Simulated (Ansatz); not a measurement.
SiO$_{2}$:
```yaml
crystal:
  lattice:
    - [4.92016, 0.00000, 0.00000]
    - [-2.46008, 4.26098, 0.00000]
    - [0.00000, 0.00000, 5.41609]
  atoms:
    - { symbol: Si, position: [0.46893, 0.00000, 0.83333] }
    - { symbol: Si, position: [0.00000, 0.46893, 0.16667] }
    - { symbol: Si, position: [0.53107, 0.53107, 0.50000] }
    - { symbol: O, position: [0.41314, 0.26908, 0.71546] }
    - { symbol: O, position: [0.73092, 0.14406, 0.04879] }
    - { symbol: O, position: [0.85594, 0.58686, 0.38213] }
    - { symbol: O, position: [0.14406, 0.73092, 0.95121] }
    - { symbol: O, position: [0.26908, 0.41314, 0.28454] }
    - { symbol: O, position: [0.58686, 0.85594, 0.61787] }
```

Relaxed with r²SCAN.

Task: Map the electron localisation function on the plane through (0.144, 0.731, 0.951) spanned by u = [1, 0, 1] and v = [-1, 1, 1] in lattice vectors, from DFT-r²SCAN in the program Ansatz with PAW potentials.

Result: x is the fraction of u, y of v (the angle between them is 95°; rows are the nearest grid lines); atoms in the plane: Si at (0.61, 0.28), O at (0.57, 0.86), O at (0.00, 0.00), O at (0.55, 0.12).
```
|23798630001111111222221100000015899852|
|99986310002222111246777764200003789999|
|98864100001211012589999987620001578999|
|21100000000000026898635899861000001122|
|00000000000000136899878998630000000000|
|11223221000000013689999741000000000001|
|35666642000000011234554211122221001123|
|99999874100012332112102689998876212689|
|99998763000123455420038998778998412799|
|66655421000123444421147999999986311356|
|22221100000112333210136899999874111122|
|00000000000000000000001467765310000000|
|00000000000000000000000000000000000000|
|00000000000000234543210000012333210000|
|00000000000002466664321001135677653100|
|00000000000025678876531013689999998520|
|00000000000013567775211114899999998630|
|00000000000000111211001001578999986300|
|00000000000000000124554311245777763100|
|00000000000000135799999986200000000000|
|32210000000000368997336998620000001233|
|99886420000000147999889987510000368999|
|99998631000000025899999875200002689999|
|23798630001111111222221100000015899852|
```
Scale: ten equal steps from 0.004 (start of '0') to 0.864 (end of '9'), in the order '0123456789'; x runs from 0.000 to 1.00, y from 0.000 (bottom) to 1.00 (top).

The density is the valence pseudo-density with augmentation charge, so density and ELF within about 1 Å of a nucleus are not all-electron values.

Space group P3_121. Symmetry was held in the r²SCAN relaxation.

Potentials: the later of the program's two PAW sets.
